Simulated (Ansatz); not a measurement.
Ca₃SbN:
```cif
data_Ca3NSb
_chemical_formula_sum 'Ca3 Sb1 N1'
_space_group_name_H-M_alt 'Pm-3m'
_space_group_IT_number 221
_space_group_name_Hall '-P 4 2 3'
_cell_length_a 4.80312
_cell_length_b 4.80312
_cell_length_c 4.80312
_cell_angle_alpha 90.000
_cell_angle_beta 90.000
_cell_angle_gamma 90.000
loop_
_atom_site_label
_atom_site_type_symbol
_atom_site_symmetry_multiplicity
_atom_site_Wyckoff_symbol
_atom_site_fract_x
_atom_site_fract_y
_atom_site_fract_z
_atom_site_occupancy
Ca1 Ca 3 c 0.00000 0.50000 0.50000 1
Sb1 Sb 1 a 0.00000 0.00000 0.00000 1
N1 N 1 b 0.50000 0.50000 0.50000 1
```

Relaxed with PBEsol. PBEsol in the plane-wave PAW code Ansatz gives a gap of 0.33 eV.

What gap does HSE06 give on the same cell (Ansatz, PAW)?

1.07 eV, 0.74 eV more. The hybrid was solved on a coarser mesh and at special points; its gap is the smallest among all of these.

| k | v1 PBEsol | c1 PBEsol | v1 HSE06 | c1 HSE06 |
|---|---|---|---|---|
| Γ | 0.00 | 0.33 | 0.00 | 1.07 |
| R | -2.10 | 2.04 | (withheld) | (withheld) |
| M | -1.41 | 2.17 | (withheld) | (withheld) |
| X | -1.16 | 1.41 | (withheld) | (withheld) |

Top valence (v1) and lowest conduction level (c1) in eV from each method's valence maximum (which need not be a listed point): supply the withheld HSE06 values.


- R, v1 HSE06: -2.26
- R, c1 HSE06: 2.94
- X, v1 HSE06: -1.34
- X, c1 HSE06: 2.19
- M, v1 HSE06: -1.49
- M, c1 HSE06: 2.93

Cost on shared cores: the PBEsol run (SCF on a 6×6×6 mesh, then bands and DOS) roughly 40 core-seconds, the HSE06 run (SCF on 4×4×4, then a few points) around 4 core-minutes (rough); the tasks are unlike.

The first step of the workflow began from a Materials Project structure, measured or hypothetical; the Crystallography Open Database copy checked does not list it. Its standing as an ambient phase is unchecked. The PBEsol relaxation kept the symmetry of its start; whether a distortion lowers the energy is not shown. Spin–orbit coupling is left out wherever it is not named.

Potentials: the later of the program's two PAW sets.
